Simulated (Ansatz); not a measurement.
An Ansatz input:

```yaml
crystal:
  lattice:
    - [0.0, 2.3342634294, 2.3342634294]
    - [2.3342634294, 0.0, 2.3342634294]
    - [2.3342634294, 2.3342634294, 0.0]
  atoms:
    - { symbol: Fe, position: [0.0, 0.0, 0.0], spin: 2.5 }
    - { symbol: Fe, position: [0.5, 0.5, 0.5], spin: -2.5 }
hamiltonian:
  xc: pbesol
  pseudopotentials:
    kind: paw
    azcp:
      Fe: "pseudopotentials/Fe.paw.azcp"
basis:
  ecutwfc: 420
  fft_grid_basis: typed
kpoints:
  mp_grid: { grid: [12, 12, 12], shift: [0, 0, 0] }
magnetization:
  spin_polarized: true
scf:
  occupations: { method: fermi_dirac, width: 0.05 }
relax:
  max_steps: 60
  f_tol: 0.01
  cell: {}
```

Terminal output

```
Warning: the record states the generating functional pbe (its physics header spells it `PBE`), which answers neither for hamiltonian.xc's functional nor for the pbesol family's — results may be inconsistent (PPs are generated against a specific XC)
Engine: ansatz 0.2.0, x86_64-unknown-linux-gnu
Pseudopotentials: kind: paw
Pseudopotential: Fe, paw, valence charge 16, recommended cutoff 420 eV (normal) 
Functional definition: PBEsol
  exchange = pbesol_x
  correlation = pbesol_c
Crystal: 2 atoms, lattice volume = 25.438 Å³
Basis set: ecut = 420 eV, 531 PW (Γ), exchange–correlation on 48×48×48 points (8 copies of the dense FFT grid, shifted against one another)
Bands: 23, of which v1, the nominal top of the filled ones, is band 16 counted from 1 (15 counted from 0)
Symmetry: 48 space group operations
Space group: Fm-3m (ITA 225), of the structure as read, at distance tolerance 2.9e-5 Å
Magnetic group: BNS 225.121 (UNI 1623), of the structure as read, at distance tolerance 2.9e-5 Å
k-points: 72 of 1728
Non-local potential: Fe, projectors of the file, l = 0: 3, l = 1: 2, l = 2: 3, l = 3: 1
PAW form: soft (Blöchl's): semilocal exchange-correlation on the pseudo side does not see the compensation charge
PAW frozen core: Fe, regenerated for the run's functional, and the local potential with it (the file was generated under x = pbe(κ = 0.804, μ = 0.2195149727645171), c = pbe(β = 0.06672455060314922))
PAW one-centre angular grid: Fe, 590 points (default); XC on 64 Gauss nodes
Initial density: superposition of atomic densities (chi_scale 0.1, normalization cell)
Starting moments: Σ|m| = 5 μB on 2 of 2 sites
Starting magnetic order: antiferromagnet; a translation exchanges its spin sublattices: spin-degenerate at every k-point
Initial wavefunctions: pseudopotential atomic-orbital guess
Functional: x = pbesol(κ = 0.804, μ = 0.12345679012345678), c = pbesol(β = 0.046)
SCF iter   1: F=—  HF=-8894.949820 eV  |F-HF|=—  |Δ(HF+E_count)|=         —  Δρ=6.07e-2 (↑6.07e-2 ↓6.07e-2)  dr2=2.02e0  dr2_m=8.82e-2  M=0.000 μB ∫|m|=4.714 μB  β_m=0.30  ethr=3.10e-3  ⟨swp⟩=4.8  Hψ=6345  notcnv=0  defer=1
Mixer restart at iter 1: flushing history
spin=Collinear: Kerker preconditioning applied to the charge; magnetization (m = ρ↑ − ρ↓) channel mixes plain (no charge-response kernel on spin).
SCF iter   2: F=—  HF=-8894.315190 eV  |F-HF|=—  |Δ(HF+E_count)|=   6.35e-1  Δρ=2.56e-2 (↑2.56e-2 ↓2.56e-2)  dr2=2.11e-1  dr2_m=5.37e-2  M=0.000 μB ∫|m|=4.719 μB  β_m=0.38  ethr=3.10e-3  ⟨swp⟩=3.1  Hψ=3218  notcnv=0  defer=22
SCF iter   3: F=—  HF=-8894.809201 eV  |F-HF|=—  |Δ(HF+E_count)|=         —  Δρ=2.13e-2 (↑2.13e-2 ↓2.13e-2)  dr2=2.08e-2  dr2_m=8.83e-2  M=0.000 μB ∫|m|=4.366 μB  β_m=0.38  ethr=6.59e-4  ⟨swp⟩=2.2  Hψ=2053  notcnv=0  defer=23
Mixer restart at iter 3: flushing history
...
SCF iter   6: F=—  HF=-8895.559227 eV  |F-HF|=—  |Δ(HF+E_count)|=   9.97e-8  Δρ=1.49e-6 (↑1.49e-6 ↓1.49e-6)  dr2=1.52e-9  dr2_m=1.36e-12  M=0.000 μB ∫|m|=0.000 μB  β_m=0.92  ethr=6.86e-11  ⟨swp⟩=2.1  Hψ=2513  notcnv=0
SCF iter   7: F=—  HF=-8895.559227 eV  |F-HF|=—  |Δ(HF+E_count)|=   5.56e-9  Δρ=1.20e-7 (↑1.20e-7 ↓1.20e-7)  dr2=7.05e-12  dr2_m=4.06e-13  M=0.000 μB ∫|m|=0.000 μB  β_m=0.96  ethr=4.73e-12  ⟨swp⟩=2.1  Hψ=2751  notcnv=0
SCF iter   8: F=-8895.559227 eV  HF=-8895.559227 eV  |F-HF|=1.27e-11  |Δ(HF+E_count)|=  2.91e-11  Δρ=1.43e-7 (↑1.43e-7 ↓1.43e-7)  dr2=1.33e-11  dr2_m=3.65e-14  M=0.000 μB ∫|m|=0.000 μB  ethr=1.00e-12  ⟨swp⟩=4.0  Hψ=6783  notcnv=0
the starting moments were not kept: the SCF closed with an absolute magnetisation of 1.4e-6 μB, where they sum to 5 μB in size (2 sites). That is at most 0.1 of that sum. Measured as dr2_m measures the in/out step, that magnetisation stands 1.7e-12 eV from none, at or under the dr2_threshold of 2.0e-11 eV: it is no larger than a step whose dr2_m would equal this threshold.
SCF 8 converged in 8 iterations: F = -8895.559227 eV  dr2 = 1.33e-11
relax step   8: F+E_penalty+E_count = -8895.55922675 eV  Δ(F+E_penalty+E_count) = +1.596e-3 eV  max|allowed force component| = 7.318e-46 eV/Å  Δτ_max = 0.0000 Å  P = +0.029 GPa  Ω = 22.322 Å³  stress off target by 2.88e-2 GPa  SCF on the basis re-selected at this cell (its energy is not comparable with the rows above)  (8 SCF iters)
basis re-selected at this cell: Δ(F+E_penalty+E_count) = +1.596e-3 eV, ΔP = +0.021 GPa vs the last step (what re-selecting the basis moved, of the pressure what is left beyond the Pulay correction that the steps carried, after the strain that the cell walked since its last selection, with what the two solves' SCF thresholds leave and, on support functions, any second-order correction that the steps lacked; it is no measure of the basis error at this ecutwfc). This SCF's stress stands 2.88e-2 GPa from its target on what of the cell is left free (relax.cell.stress_tol is 5.00e-2 GPa) and its largest allowed force component is 7.32e-46 eV/Å (relax.f_tol is 1.00e-2 eV/Å): within both
SCF converged after 8 iterations
Magnetization: 0.0000 μB (16.0000 up, 16.0000 down)
Absolute magnetization: 0.0000 μB (∫|ρ↑−ρ↓|, with the PAW one-centre terms)
Spin contamination: 0.0000 ħ² per cell (⟨S²⟩ above its minimum at these occupations)
Per-site moments (μB) at R_I (Å): [(-7.029208712227587e-7, 0.9218436817053866), (7.029208712227587e-7, 0.9218436817053866)]
Free energy (F): -8895.559227 eV
Harris-Foulkes:  -8895.559227 eV  (|F-HF|=1.27e-11)
Internal energy: -8895.519932 eV  (E = F + TS)
E sigma→0 (E₀):  -8895.539580 eV
Entropy (-TS):   -0.039295 eV (-19.647 meV/atom)
Fermi energy:    19.034721 eV
--- Per-component energies (eV) ---
  E_band       = -415.243849
  E_kinetic    = 713.690230
  E_local      = -4256.970540  (includes V_loc(G=0)·N_el)
  E_nonlocal   = 437.047872
  E_hartree    = 1796.675362
  E_xc         = -235.872565
  E_vxc        = -305.087671  (∫ρ·V_xc dr)
  E_paw        = -2670.262229  (= ΣΔE_a)
  E_vpaw       = -597.276399  (= ΣTr[D̂ρ^β])
  E_aug_tail   = 0.001621  (compensation charges beyond the density's cutoff)
  E_ewald      = -4680.188088
  E_core_change = 0.358403  (= ΣΔE_core)
  E_smearing   = -0.039295  (= −TS)
  E_closure    = 0.000000  (closes the sum)
  Σ components = -8895.559227   (vs F -8895.559227, Δ=0.00e0)
--- Forces (eV/Å), atoms counted from 1 ---
  atom   1  Fe    -0.00000000     0.00000000    -0.00000000
  atom   2  Fe     0.00000000     0.00000000     0.00000000
  max |Σ_I F_I| component: 4.73e-29 eV/Å
--- Stress (GPa, compression-positive) ---
        0.028813      -0.000000      -0.000000
       -0.000000       0.028813      -0.000000
       -0.000000      -0.000000       0.028813
  P = ⅓ Tr σ = 0.0288 GPa (0.288 kbar)
--- Relaxed structure (7 steps of the walk, 6 accepted, 1 SCFs on fresh bases) ---
  F+E_penalty+E_count = -8895.55922675 eV   max|allowed force component| = 7.318e-46 eV/Å   (the final SCF, on the basis selected at the relaxed cell)
  cell:  # Å, volume = 22.3218 Å³
    - [9.284748181798896e-34, 2.2347725617100282, 2.2347725617100282]
    - [2.2347725617100282, 5.644716754331435e-34, 2.2347725617100282]
    - [2.2347725617100282, 2.2347725617100282, 5.614487938493083e-34]
  atoms:
    - { symbol: Fe, position: [0.0, 0.0, 0.0] }
    - { symbol: Fe, position: [0.5, 0.5, 0.5] }
```
